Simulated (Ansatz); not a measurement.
Frozen normal mode in Rb₂AlAgCl₆

Method: DFT PBEsol, scalar-relativistic, plane waves, PAW (Ansatz 0.2.0). Settings: plane waves to 420 eV, k-mesh 6×6×6 (Γ-centred), Gaussian smearing 0.05 eV. No spin polarisation. Energies are free energies at this smearing, counted from the undisturbed cell; pressure is positive in compression.

The starting cell (relaxed at this level; it needn't be the usual structure):

```
Rb Al Ag Cl
1.0
     0.00000    4.99474    4.99474
     4.99474    0.00000    4.99474
     4.99474    4.99474    0.00000
Rb Al Ag Cl
2 1 1 6
Direct
  0.75000 0.75000 0.75000
  0.25000 0.25000 0.25000
  0.00000 0.00000 0.00000
  0.50000 0.50000 0.50000
  0.76642 0.23358 0.23358
  0.23358 0.23358 0.76642
  0.23358 0.76642 0.76642
  0.23358 0.76642 0.23358
  0.76642 0.23358 0.76642
  0.76642 0.76642 0.23358
```

A zone-centre mode of this cell is frozen in: each atom moves by x times its row below, so x is the largest displacement.
```
atom ux uy uz
 Rb1   0.000   0.000   0.000
 Rb2   0.000   0.000   0.000
 Al3   0.000   0.000   0.000
 Ag4   0.000   0.000   0.000
 Cl5   0.000   0.000  -0.707
 Cl6   0.707   0.707   0.000
 Cl7   0.000   0.000   0.707
 Cl8   0.000   0.000  -0.707
 Cl9   0.000   0.000   0.707
Cl10  -0.707  -0.707   0.000
```

```
  x (Å)  ΔE (meV/cell)
-0.4000           40.6
-0.2000           -1.6
 0.0000            0.0
 0.1000           -1.1
 0.3000            7.6
 0.3500           20.0
```

**Question.** Predict the pressure (GPa) at each point.

**Answer.**
```
  x (Å) pressure (GPa)
-0.4000            -0.3
-0.2000            -0.1
 0.0000             0.0
 0.1000             0.0
 0.3000            -0.2
 0.3500            -0.2
```

Cost: 6 runs of about 4.8 core-minutes in all, on Intel Xeon Platinum 8488C (Sapphire Rapids) (shared hosts).